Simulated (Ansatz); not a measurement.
Values for one crystal, relaxed and computed with plane-wave PAW LDA (Ansatz code); other levels are named.

```yaml
volume_per_atom: 14.96 Å³
electronic_character: metallic (no gap)
Pressure derivative B′: 4.5
Bulk modulus (Birch–Murnaghan fit): 115 GPa
zone_centre_stability: no imaginary mode at Γ
highest_zone_centre_frequency: 255 cm⁻¹
mechanical_stability: unstable (C has a negative eigenvalue)
```

Question: Which compound is it?
(A) MgPd, CsCl type
(B) ZrIr2, cubic Laves (MgCu2 type)
(C) AlNi, CsCl type
(D) GaIr, CsCl type

Answer: A, MgPd, CsCl type

Space group Pm-3m (CsCl type). The first step of the workflow began from a Materials Project structure, measured or hypothetical; the Crystallography Open Database files this formula in space group No. 221, but the cells were not matched. Its standing as an ambient phase is unchecked. The LDA relaxation kept the symmetry of its start. No spin polarisation was allowed. As this level gives no gap, phonon frequencies hold no LO–TO term and depend on the k-mesh and smearing (Fermi–Dirac, 0.1 eV here). Scalar-relativistic: spin–orbit coupling is off unless named, which matters more the heavier the elements.

Potentials: the later of the program's two PAW sets.
